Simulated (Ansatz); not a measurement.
Simulated powder pattern, Cu Kα1, λ = 1.54056 Å (kinematic, ideal powder, no thermal factors, no anomalous dispersion; the 30 strongest lines at most, above 1 %, up to 2θ = 90°):

```
2θ (°)  I/Imax (%)
------  ----------
37.68           24
41.51           25
43.23          100
57.30           15
68.02           18
76.93           19
80.47          2.9
82.93           22
84.10           16
```

The pattern belongs to a structure relaxed with the program Ansatz at the PBE level (PAW).

**Question.** Which of these materials gives this?
(A) Gd, hcp (Mg type)
(B) Mg, hcp (Mg type)
(C) Os, hcp (Mg type)
(D) Lu, hcp (Mg type)

**Answer.** C, Os, hcp (Mg type)

**Question.** Give the lattice parameters.

**Answer.** a = 2.754 Å, c = 4.347 Å.

Space group P6_3/mmc (hcp (Mg type)). The PBE relaxation kept the symmetry of its start. No spin polarisation was allowed. Axis ratios of metals converge slowly with the k-mesh, so a and c are less sure than the volume. Spin–orbit coupling is left out wherever it is not named.

Potentials: the earlier of the program's two PAW sets.
